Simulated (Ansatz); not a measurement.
Given:

AgPbF$_{6}$:
```yaml
crystal:
  lattice:
    - [2.37068, -1.16861, 5.14850]
    - [2.70237, -4.58520, 0.00000]
    - [5.19457, 0.00000, 0.00000]
  atoms:
    - { symbol: Ag, position: [0.00000, 0.00000, 0.00000] }
    - { symbol: Pb, position: [0.50000, 0.50000, 0.50000] }
    - { symbol: F, position: [0.73889, 0.10926, 0.75372] }
    - { symbol: F, position: [0.26111, 0.89074, 0.24628] }
    - { symbol: F, position: [0.25138, 0.24279, 0.58758] }
    - { symbol: F, position: [0.74862, 0.75721, 0.41242] }
    - { symbol: F, position: [0.72750, 0.43293, 0.11338] }
    - { symbol: F, position: [0.27250, 0.56707, 0.88662] }
```
The run is spin-polarised.

This is the r²SCAN-relaxed structure.

### Question
All from r²SCAN in the plane-wave PAW code Ansatz, unless another level is named. Estimate the net moment.

### Answer
0.13 μB per atom.

### Question
Predict the Bader charges.

### Answer
Ag +1.36, Pb +2.50, F -0.64 e.

Space group P-1. The workflow started from a Materials Project entry (that database holds measured and hypothetical structures alike); the Crystallography Open Database copy checked does not list it. Entries of such low symmetry are often ordered models of mixed-site phases. Whether it is the stable phase at ambient conditions was not checked. Symmetry was held in the r²SCAN relaxation; whether a distortion lowers the energy is not shown. Spin order of the final state: ferromagnetic, chosen from 3 collinear starts compared on coarse meshes (ties went to the first, and starts can fall back to one state), not a proven ground state. Other orbital occupations within this spin state were not tried. No Hubbard U is applied. Spin–orbit coupling is left out wherever it is not named.

Potentials: the later of the program's two PAW sets.
